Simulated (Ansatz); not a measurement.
Ru (bcc (W type), Im-3m) under volume change, the program Ansatz at the PBE level (PAW), scaled uniformly.

```csv
V (Å³/atom),E − E(relaxed) (meV/atom),P (GPa)
12.950,120.9,33.13
13.377,50.5,20.12
13.804,11.9,9.18
14.231,0.0,0.00
14.658,10.6,-7.70
15.084,39.9,-14.15
15.511,85.0,-19.54
```

**Question.** What does a third-order Birch–Murnaghan fit give for V₀, B₀ and B′?

**Answer.** V₀ = 14.23 Å³/atom, B₀ = 279 GPa, B′ = 4.8.

The start of the workflow was typed in or built on a structure type; neither database checked (COD, Materials Project) lists it. It is not the phase usual at ambient conditions (space group No. 194). The PBE relaxation kept the symmetry of its start; whether a distortion lowers the energy is not shown. The run is not spin-polarised.

Potentials: the later of the program's two PAW sets.
